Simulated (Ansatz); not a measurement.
Ta2Sn2O7:
```
Ta2Sn2O7
1.0
    0.00000     5.30042     5.30042
    5.30042     0.00000     5.30042
    5.30042     5.30042     0.00000
Ta Sn O
4 4 14
Cartesian
  6.62552   6.62552   6.62552
  6.62552   3.97531   3.97531
  3.97531   3.97531   6.62552
  3.97531   6.62552   3.97531
  1.32510   1.32510   1.32510
  1.32510   3.97531   3.97531
  3.97531   3.97531   1.32510
  3.97531   1.32510   3.97531
  2.65021   2.65021   2.65021
  0.00000   0.00000   0.00000
  7.95063   5.95763   7.95063
  7.29341   5.30042   5.30042
  7.95063   9.94362   7.95063
  3.30742   5.30042   5.30042
  7.95063   7.95063   5.95763
  5.30042   7.29341   5.30042
  7.95063   7.95063   9.94362
  5.30042   3.30742   5.30042
  5.95763   7.95063   7.95063
  5.30042   5.30042   7.29341
  9.94362   7.95063   7.95063
  5.30042   5.30042   3.30742
```

Relaxed with PBEsol. Special points in fractions of this cell's reciprocal vectors: Γ (0.000, 0.000, 0.000); X (0.500, 0.000, 0.500); U (0.625, 0.250, 0.625); K (0.375, 0.375, 0.750); L (0.500, 0.500, 0.500); W (0.500, 0.250, 0.750).

Question: List the band energies nearest the valence-band maximum at these points for the program Ansatz at the PBEsol with spin–orbit coupling level (PAW).

Answer: In eV from the valence-band maximum; about four levels below and three above (degenerate sets whole), none deeper than 8.9 eV; points with the same levels are listed once.

```tsv
k	below	above
Γ	-0.24 -0.24 -0.24 -0.24 -0.24 -0.24	1.44 1.44 1.44 1.44
X	-0.04 -0.04 -0.04 -0.04	1.55 1.55 1.55 1.55
U	-0.09 -0.09 -0.06 -0.06	1.59 1.59 1.84 1.84
L	0.00 0.00 0.00 0.00	1.46 1.46 1.65 1.65
W	-0.09 -0.09 -0.09 -0.09	1.72 1.72 1.79 1.79
```

Space group Fd-3m. The first step of the workflow began from a Materials Project structure, measured or hypothetical; the Crystallography Open Database files this formula in space group No. 227, but the cells were not matched. Whether it is the stable phase at ambient conditions was not checked. The PBEsol relaxation kept the symmetry of its start. At this level the phase is dynamically unstable (imaginary phonons). The run is not spin-polarised.

Potentials: the later of the program's two PAW sets.
